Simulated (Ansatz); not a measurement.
Y12InNi6:
```yaml
crystal:
  lattice:
    - [-4.86628, 4.86628, 4.86628]
    - [4.86628, -4.86628, 4.86628]
    - [4.86628, 4.86628, -4.86628]
  atoms:
    - { symbol: Y, position: [0.81168, 0.69652, 0.50820] }
    - { symbol: Y, position: [0.18832, 0.30348, 0.49180] }
    - { symbol: Y, position: [0.18832, 0.69652, 0.88484] }
    - { symbol: Y, position: [0.81168, 0.30348, 0.11516] }
    - { symbol: Y, position: [0.50820, 0.81168, 0.69652] }
    - { symbol: Y, position: [0.49180, 0.18832, 0.30348] }
    - { symbol: Y, position: [0.88484, 0.18832, 0.69652] }
    - { symbol: Y, position: [0.11516, 0.81168, 0.30348] }
    - { symbol: Y, position: [0.69652, 0.50820, 0.81168] }
    - { symbol: Y, position: [0.30348, 0.49180, 0.18832] }
    - { symbol: Y, position: [0.69652, 0.88484, 0.18832] }
    - { symbol: Y, position: [0.30348, 0.11516, 0.81168] }
    - { symbol: In, position: [0.00000, 0.00000, 0.00000] }
    - { symbol: Ni, position: [0.87998, 0.37998, 0.50000] }
    - { symbol: Ni, position: [0.12002, 0.62002, 0.50000] }
    - { symbol: Ni, position: [0.50000, 0.87998, 0.37998] }
    - { symbol: Ni, position: [0.50000, 0.12002, 0.62002] }
    - { symbol: Ni, position: [0.37998, 0.50000, 0.87998] }
    - { symbol: Ni, position: [0.62002, 0.50000, 0.12002] }
```
The run is spin-polarised; directions of the spins, atom by atom: 0 0 0 0 0 0 0 0 0 0 0 0 0 0 0 0 0 0 0.

Relaxed with r²SCAN. Special points in fractions of this cell's reciprocal vectors: Γ (0.000, 0.000, 0.000); H (0.500, -0.500, 0.500); N (0.000, 0.000, 0.500); P (0.250, 0.250, 0.250).

Q: List the band energies nearest the Fermi level at these points for plane-wave PAW r²SCAN (Ansatz code).

A: In eV from the Fermi level; about four levels below and three above (degenerate sets whole), none deeper than 8.9 eV; points with the same levels are listed once.

```tsv
k	below	above
Γ ↑	-0.32 -0.32 -0.32 -0.24 -0.24 -0.24	0.09 0.09 0.46 0.46 0.46
H ↑	-0.56 -0.56 -0.56 -0.19 -0.19 -0.19	0.09 0.17 0.17
N ↑	-0.31 -0.21 -0.04 -0.04	0.02 0.51 0.64
P ↑	-0.39 -0.21 -0.21 -0.21	0.07 0.07 0.07
Γ ↓	-0.67 -0.67 -0.67 -0.25 -0.25 -0.25	0.10 0.10 0.10 0.11 0.11
H ↓	-0.29 -0.29 -0.29 -0.04 -0.04 -0.04	0.16 0.25 0.25
N ↓	-0.51 -0.31 -0.11 -0.02	0.04 0.22 0.25
P ↓	-0.37 -0.11 -0.11 -0.11	0.32 0.32 0.32
```

Space group Im-3. The first step of the workflow began from a Materials Project structure, measured or hypothetical; the Crystallography Open Database copy checked does not list it. Its standing as an ambient phase is unchecked. Symmetry was held in the r²SCAN relaxation; whether a distortion lowers the energy is not shown. The final state is ferromagnetic, the only order run, not a proven ground state. Other orbital occupations within this spin state were not tried. Scalar-relativistic: spin–orbit coupling is off unless named, which matters more the heavier the elements.

Potentials: the later of the program's two PAW sets.
